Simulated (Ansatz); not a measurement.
# Sn$_{5}$GeO$_{6}$ (P4mm) at 2 levels of theory

One geometry, relaxed with PBE; plane waves with PAW potentials in Ansatz, scalar-relativistic. No spin polarisation. Gaps are the least over mesh and band path; pressure is positive in compression.

```cif
data_structure
_symmetry_space_group_name_H-M 'P 1'
_symmetry_Int_Tables_number 1
_cell_length_a 3.8300
_cell_length_b 3.8300
_cell_length_c 14.9735
_cell_angle_alpha 90.000
_cell_angle_beta 90.000
_cell_angle_gamma 90.000
_cell_volume 219.65
loop_
_atom_site_label
_atom_site_type_symbol
_atom_site_fract_x
_atom_site_fract_y
_atom_site_fract_z
_atom_site_occupancy
Sn1 Sn 0.50000 0.50000 0.07077 1
Sn2 Sn 0.50000 0.50000 0.40973 1
Sn3 Sn 0.50000 0.50000 0.75122 1
Sn4 Sn 0.00000 0.00000 0.25316 1
Sn5 Sn 0.00000 0.00000 0.59436 1
Ge1 Ge 0.00000 0.00000 0.92802 1
O1 O 0.00000 0.50000 0.99250 1
O2 O 0.00000 0.50000 0.33136 1
O3 O 0.00000 0.50000 0.67251 1
O4 O 0.50000 0.00000 0.99250 1
O5 O 0.50000 0.00000 0.33136 1
O6 O 0.50000 0.00000 0.67251 1
```

```json
{"level": "PBE", "cutoff (eV)": "420", "k mesh": "8×8×2", "gap (eV)": "0.69", "pressure (GPa)": "0.0"}
```

Problem. What comes out on the same cell with r2SCAN?

Solution.
| level | cutoff (eV) | k mesh | gap (eV) | pressure (GPa) |
| --- | --- | --- | --- | --- |
| r2SCAN | 500 | 8×8×2 | 0.89 | -3.9 |

The cell holds layers, chains or molecules and no dispersion correction was added, so their binding is poorly described.

The structure comes from a generated guess; another structure or a mixture of phases may lie lower.
